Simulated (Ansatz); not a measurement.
AlCo in space group R-3m (No. 166; Al on 3b, Co on 3a) at seven volumes, DFT-PBE in the program Ansatz with PAW potentials, shape and atoms relaxed at each. One row is withheld.

```
V (Å³/atom)  P (GPa)
-----------  -------
11.269             ?
11.641         10.13
12.013          4.65
12.384          0.00
12.756         -4.02
13.127         -7.49
13.499        -10.45
```

**Question.** Fit the shown pressures and predict the withheld one.

**Answer.** P = (3/2)B₀(x^(7/2) − x^(5/2))[1 + (3/4)(B′ − 4)(x − 1)] with x = (V₀/V)^(2/3). Least squares on the six rows gives V₀ = 12.383 Å³/atom, B₀ = 144 GPa, B′ = 4.07. At V = 11.269, x = 1.0649 and P = 16.45 GPa. The run itself gave 16.68 GPa.

A made-up cell: these elements were put on the sites of a structure type; neither database checked (COD, Materials Project) lists it. Its standing as an ambient phase is unchecked. The cell was relaxed with PBE under the symmetry of its start, as lowered by the spin order; whether a distortion lowers the energy is not shown. Magnetic state: antiferromagnetic, chosen from 4 collinear starts compared on coarse meshes (ties went to the first, and starts can fall back to one state), not a proven ground state.

Potentials: the later of the program's two PAW sets.
